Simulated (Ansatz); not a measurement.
V3Sn:
```xyz
8
Lattice="5.6048 0.0000 0.0000 -2.8024 4.8539 0.0000 0.0000 0.0000 4.5196" Properties=species:S:1:pos:R:3 pbc="T T T"
V      2.8024     3.3952     1.1299
V     -1.5391     4.1245     3.3897
V      1.2633     0.7293     1.1299
V      0.0000     1.4587     3.3897
V      4.3415     0.7293     1.1299
V      1.5391     4.1245     3.3897
Sn     0.0000     3.2359     1.1299
Sn     2.8024     1.6180     3.3897
```
Starting moments (μB, in the order of the atoms V V V V V V Sn Sn): 0.2 0.2 0.2 0.2 0.2 0.2 0.0 0.0.

Relaxed with r²SCAN. Special points in fractions of this cell's reciprocal vectors: Γ (0.000, 0.000, 0.000); M (0.500, 0.000, 0.000); K (0.333, 0.333, 0.000); A (0.000, 0.000, 0.500); L (0.500, 0.000, 0.500); H (0.333, 0.333, 0.500).

Question: List the band energies nearest the Fermi level at these points for r²SCAN in the plane-wave PAW code Ansatz.

Answer: In eV from the Fermi level; about four levels below and three above (degenerate sets whole), none deeper than 8.9 eV; points with the same levels are listed once.

| k | below | above |
|---|---|---|
| Γ ↑ | -0.18 -0.18 -0.13 -0.13 | 1.52 1.52 1.66 1.66 |
| M ↑ | -1.07 -0.71 -0.14 -0.13 | 0.19 0.24 0.24 |
| K ↑ | -0.39 -0.39 -0.04 -0.04 | 0.69 0.69 1.46 |
| A ↑ | -0.99 -0.99 -0.99 -0.99 -0.81 -0.81 | 0.96 0.96 1.41 1.41 1.41 1.41 |
| L ↑ | -0.50 -0.50 -0.50 -0.50 | 0.84 0.84 1.34 1.34 |
| H ↑ | -0.93 -0.93 -0.66 -0.66 | 0.07 0.07 0.16 0.16 |
| Γ ↓ | -1.16 -1.16 -0.84 -0.04 -0.04 | 0.25 0.34 0.34 |
| M ↓ | -0.98 -0.92 -0.72 -0.11 | 0.28 0.32 0.41 |
| K ↓ | -0.66 -0.27 -0.27 -0.25 | 0.18 0.18 0.41 0.41 |
| A ↓ | -0.80 -0.80 -0.80 -0.80 -0.74 -0.74 | 1.54 1.54 1.54 1.54 |
| L ↓ | -0.35 -0.35 -0.33 -0.33 | 1.25 1.25 1.39 1.39 |
| H ↓ | -0.80 -0.80 -0.48 -0.48 | 0.33 0.33 0.34 0.34 |

Space group P6_3/mmc. The workflow started from an entry of the Crystallography Open Database (COD), which files this formula under 2 space groups. Its standing as an ambient phase is unchecked. Symmetry was held in the r²SCAN relaxation; its stability against distortions is not shown here. The final state is ferromagnetic, the only order run, not a proven ground state. Other orbital occupations within this spin state were not tried. Scalar-relativistic: spin–orbit coupling is off unless named, which matters more the heavier the elements.

Potentials: the later of the program's two PAW sets.
